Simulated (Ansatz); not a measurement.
Structure: an 8-atom cell of SnPb3O4 built on the litharge structure (relaxed group Pmm2), at its r2SCAN+rVV10 minimum. The symmetry is Pmm2 (No. 25, orthorhombic); conventional cell a = 3.926 Å, b = 7.858 Å, c = 4.961 Å, 19.13 Å³ an atom. Sn is surrounded by 4 O at 2.16–2.21 Å; Pb is surrounded by 4 O at 2.32–2.33 Å; O is surrounded by 1 Sn at 2.16 Å and 3 Pb at 2.33–2.35 Å; O is surrounded by 2 Sn at 2.21 Å and 2 Pb at 2.32 Å; Pb is surrounded by 4 O at 2.30–2.35 Å; O is surrounded by 4 Pb at 2.30–2.33 Å.

```yaml
crystal:
  lattice:
    - [3.92590, 0.00000, 0.00000]
    - [0.00000, 7.85839, 0.00000]
    - [0.00000, 0.00000, 4.96128]
  atoms:
    - { symbol: Sn, position: [0.50000, 0.00000, 0.77822] }
    - { symbol: Pb, position: [0.00000, 0.24469, 0.24410] }
    - { symbol: O, position: [0.50000, 0.23871, 0.99309] }
    - { symbol: O, position: [0.00000, 0.00000, 0.98229] }
    - { symbol: Pb, position: [0.50000, 0.50000, 0.76142] }
    - { symbol: Pb, position: [0.00000, 0.75531, 0.24410] }
    - { symbol: O, position: [0.50000, 0.76129, 0.99309] }
    - { symbol: O, position: [0.00000, 0.50000, 0.00369] }
```

The questions ask for values computed with Ansatz 0.2.0 on this geometry. Simulation only: non-magnetic, and no claim that this is the phase found in nature.

**Question.** What gap does r2SCAN give, and where are the band edges?

**Answer.** The r2SCAN gap is indirect, 1.07 eV (Y–Γ (0.30 of the way from Y) to X), below the direct gap of 2.50 eV at X.

**Question.** Estimate the gap with PBE on 6×4×6.

**Answer.** With PBE the valence top lies at Y–Γ (0.30 of the way from Y) and the conduction bottom at X, 0.78 eV higher; the smallest vertical gap, at X, is 2.15 eV. The gap differs by -0.29 eV from r2SCAN's.

**Question.** Estimate the gap with PBE+SOC on 6×4×6.

**Answer.** With PBE+SOC the valence top lies at Y–Γ (0.30 of the way from Y) and the conduction bottom at X, 0.66 eV higher; the smallest vertical gap, at X, is 2.03 eV. Spin-orbit coupling itself accounts for -0.12 eV. The gap differs by -0.41 eV from r2SCAN's.

**Question.** How does the gap change from r2SCAN to HSE06 (4×2×4)?

**Answer.** With HSE06 the valence top lies at Y–Γ (0.30 of the way from Y) and the conduction bottom at X, 1.37 eV higher; the smallest vertical gap, at X, is 2.88 eV. The gap differs by +0.30 eV from r2SCAN's.

**Question.** What does PBE0 give for the gap (4×2×4 mesh)?

**Answer.** With PBE0 the valence top lies at Y–Γ (0.30 of the way from Y) and the conduction bottom at X, 2.03 eV higher; the smallest vertical gap, at X, is 3.55 eV. The gap differs by +0.96 eV from r2SCAN's.

Only the levels marked +SOC include spin-orbit coupling.

Where an edge lies off the special points, it is a point of the mesh or the k point where a search put PBE's edge or least direct gap, reused for the other functionals, whose own edges may lie a little apart; PBE's own value is read along its path and can be a few hundredths of an eV high.

The meshes of the hybrids are coarse, so their gaps aren't converged to the digits shown.
